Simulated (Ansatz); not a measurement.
An ordered 4-atom cell of LuGaN₂ on the rocksalt lattice (R-3m), relaxed with r2SCAN. Space group R-3m (No. 166), trigonal; a = 3.218 Å, c = 15.201 Å in the conventional setting, 11.36 Å³ an atom. Ga is surrounded by 6 N at 2.20 Å; Lu is surrounded by 6 N at 2.30 Å; N is surrounded by 3 Ga at 2.20 Å and 3 Lu at 2.30 Å.

```
Ga Lu N
1.0
     1.60905    0.92899    5.06700
    -1.60905    0.92899    5.06700
     0.00000   -1.85797    5.06700
Ga Lu N
1 1 2
Cartesian
  1.6091 0.9290 5.0670
  0.0000 0.0000 7.6005
  0.0000 0.0000 3.8973
  0.0000 0.0000 11.3037
```

The questions ask for values computed with Ansatz 0.2.0 on this geometry. No magnetic order. The prototype was imposed, so other structures may be more stable.

Question: Is there a gap with PBE, and of what kind?

Answer: The PBE gap is indirect, 1.48 eV (Γ to F), below the direct gap of 1.76 eV at Γ.

Question: What does PBE+SOC give for the gap (10×10×10 mesh)?

Answer: With PBE+SOC the valence top lies at Γ and the conduction bottom at F, 1.45 eV higher; the smallest vertical gap, at Γ, is 1.74 eV. The gap differs by -0.03 eV from PBE's.

Question: Estimate the gap with r2SCAN on 10×10×10.

Answer: r2SCAN gives an indirect gap of 1.91 eV, from Γ to F; the least direct gap is 2.27 eV at Γ. The gap differs by +0.43 eV from PBE's.

Question: Order these levels by the gap that they give, smallest first.
A. r2SCAN
B. PBE
C. HSE06
D. PBE0

Answer: B (1.48 eV), A (1.91 eV), C (2.66 eV), D (3.36 eV).

Question: Roughly how does the cost of the PBE0 run (6×6×6) compare with r2SCAN's (10×10×10)?

Answer: About 13 times as much (10 core-minutes against 50 core-seconds, on 2 threads of Arm Neoverse N1 (shared host)).

Question: How do the levels compare, in gap and in cost?

Answer: r2SCAN covers 37 % of the step from PBE to HSE06, while HSE06 needs about 14 times r2SCAN's cost (on a coarser mesh). For gaps to 0.1 eV, spin-orbit coupling (up to 0.02 eV here) can be left out. Among these functionals the gap stays indirect.

Only the levels marked +SOC include spin-orbit coupling.
